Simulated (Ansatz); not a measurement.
# Bi2Se3, one structure, two calculations

Cell: a computed structure from the Materials Project (it need not be an observed phase), ions relaxed with PBE at fixed cell.

```yaml
crystal:
  lattice:
    - [2.09568, 1.20994, 9.97623]
    - [-2.09568, 1.20994, 9.97623]
    - [0.00000, -2.41989, 9.97623]
  atoms:
    - { symbol: Bi, position: [0.39818, 0.39818, 0.39818] }
    - { symbol: Bi, position: [0.60182, 0.60182, 0.60182] }
    - { symbol: Se, position: [0.00000, 0.00000, 0.00000] }
    - { symbol: Se, position: [0.21632, 0.21632, 0.21632] }
    - { symbol: Se, position: [0.78368, 0.78368, 0.78368] }
```

Atom numbers follow the list; atoms alike are taken as one site, whose name carries the number of the first.

First run. The numbers come from a DFT calculation in Ansatz (PBE, plane waves and PAW, scalar-relativistic, 420 eV cutoff, Γ-centred 8×8×8 k-points, Fermi–Dirac smearing 0.02 eV).

| site | atom | V_zz (10²¹ V/m²) | η |
| --- | --- | --- | --- |
| Bi | 1 | 0.36 | 0.00 |
| Se3 | 3 | 7.04 | 0.00 |
| Se4 | 4 | -3.13 | 0.00 |

Second run. The same atoms and settings, except that spin–orbit coupling is included (fully relativistic PAW files).

(1) Given the first result, estimate the second.

Answers

(1) 

| site | atom | V_zz | η | change of V_zz |
| --- | --- | --- | --- | --- |
| Bi | 1 | -0.84 | 0.00 | -1.20 |
| Se3 | 3 | 7.58 | 0.00 | +0.54 |
| Se4 | 4 | -2.15 | 0.00 | +0.98 |

The largest change of V_zz is on Bi, from 0.36 to -0.84. In per cent, |V_zz| changes by -31 to +8 on Se (all sites that start above 2). V_zz changes sign on Bi (same axis).

For the first run: With a gap of 0.4 eV on this mesh, small gradients can still move by 0.1 × 10²¹ V/m² or more as the k-mesh gets denser.
For the second run: With no gap above 0.1 eV, as in a metal, the gradients converge slowly in k; expect changes of a tenth or more on a denser mesh. Semilocal functionals make gaps too small and can close them, so the real compound need not be a metal.
